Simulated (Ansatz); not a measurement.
This cell of YAlGe (space group Cmcm) is off equilibrium:

```yaml
crystal:
  lattice:
    - [1.96153, -5.02758, 0.00000]
    - [1.96153, 5.02758, 0.00000]
    - [0.00000, 0.00000, 5.57554]
  atoms:
    - { symbol: Y, position: [0.30794, 0.69206, 0.75000] }
    - { symbol: Y, position: [0.69206, 0.30794, 0.25000] }
    - { symbol: Al, position: [0.00000, 0.00000, 0.00000] }
    - { symbol: Al, position: [0.00000, 0.00000, 0.50000] }
    - { symbol: Ge, position: [0.39526, 0.60474, 0.25000] }
    - { symbol: Ge, position: [0.60474, 0.39526, 0.75000] }
```

These are PBEsol (plane waves to 420 eV, PAW, scalar-relativistic; Ansatz, an electronic-structure program) values and carry that method's errors. k mesh 12×12×8 (Γ-centred), Fermi-Dirac smearing 0.05 eV. Energies are smeared free energies. Compression counts positive. YAlGe is run without spin polarisation. YAlGe was relaxed with its symmetry unable to fall.

### Question
What is the stress tensor (GPa)?

### Answer
```
    8.2      0.0      0.0
    0.0      7.9      0.0
    0.0      0.0      8.3
```
The pressure, a third of the trace, is 8.1 GPa.

### Question
It is the relaxed cell scaled evenly to V/V₀ = 0.925, atoms relaxed where free. What is its energy relative to the relaxed cell?

### Answer
35 meV/atom.

(Under strain, the slope of the energy per volume gives the stress and its curvature an elastic modulus.)
